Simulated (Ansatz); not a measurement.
## MnHg, one structure, two calculations

Cell: an entry of the Crystallography Open Database (COD), whose atoms a relaxation with PBE at fixed cell left in place.

```
CELL_PARAMETERS angstrom
3.31500 0.00000 0.00000
0.00000 3.31500 0.00000
0.00000 0.00000 3.31500
ATOMIC_POSITIONS crystal
Mn 0.50000 0.50000 0.50000
Hg 0.00000 0.00000 0.00000
```

Atom numbers follow the list; atoms alike are taken as one site, whose name carries the number of the first.

First run. Level of theory: DFT, PBE, plane waves and PAW, scalar-relativistic, collinear spin, 420 eV cutoff, Γ-centred 10×10×10 k-points, Fermi–Dirac smearing 0.05 eV (Ansatz 0.2.0). Start moments as typed (μB): 4 on each Mn, none on the rest.

```csv
site,atom,V_zz (10²¹ V/m²),η,m (μB)
Mn,1,0.00,–,3.88
```

Second run. The same atoms and settings, except that the functional is r2SCAN and the cutoff is 500 eV.

Task: Given the first result, estimate the second.

Result: 

```json
{"site": "Mn", "atom": "1", "V_zz": "0.00", "η": "–", "change of V_zz": "0.00", "m (μB)": "4.20"}
```

No V_zz moves by more than 0.01. Other sites without a gradient aren't listed. The absolute magnetisation of the cell goes from 4.2 to 4.5 μB.

The magnetic order is the one that the run reached from its start moments, not necessarily the measured one.
For the second run: The program didn't check the stability of this electronic state in full, so a lower one may lie near.
